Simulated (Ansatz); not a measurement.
Cl, solid Cl2 (Cmce): geometry optimisation

Level of theory: DFT, r2SCAN, plane waves (500 eV) with PAW, scalar-relativistic in Ansatz. (PAW data from PBE, frozen cores regenerated.)

k-point mesh 5×5×2, Fermi-Dirac smearing 0.05 eV, no spin polarisation. Cell and atoms relax.

Starting structure:

```xyz
4
Lattice="3.0726 -2.1977 0.0000 3.0726 2.1977 0.0000 0.0000 0.0000 8.1537" Properties=species:S:1:pos:R:3 pbc="T T T"
Cl    3.0726   -1.6540    0.8358
Cl    3.0727   -0.5437    4.9126
Cl    3.0726    1.6540    7.3179
Cl    3.0726    0.5437    3.2411
```

Problem. The pressure at the start is 0.5 GPa. By how much does the volume change?

Solution. From 27.53 to 27.96 Å³ per atom, 1.6 %. The final cell has a = 6.529 Å, b = 4.145 Å, c = 8.266 Å.

Problem. How much energy does the relaxation gain?

Solution. 4.1 meV per atom.

Path of the relaxation (the plane waves are chosen anew near the end, which can shift the energy a little):

```
step  E − E(final) (meV/atom)  V (Å³/atom)  P (GPa)  max force (eV/Å)
   0                     4.12       27.530     0.49             0.203
   1                     1.95       27.726     0.14             0.047
   2                     1.03       27.924    -0.05             0.026
   3                     0.53       27.655     0.13             0.023
   4                     0.19       27.680     0.03             0.022
   5                     0.07       27.905     0.00             0.015
   6                     0.04       27.963     0.00             0.002
   7                     0.04       27.959     0.00             0.002
   8                     0.00       27.959     0.00             0.002
```
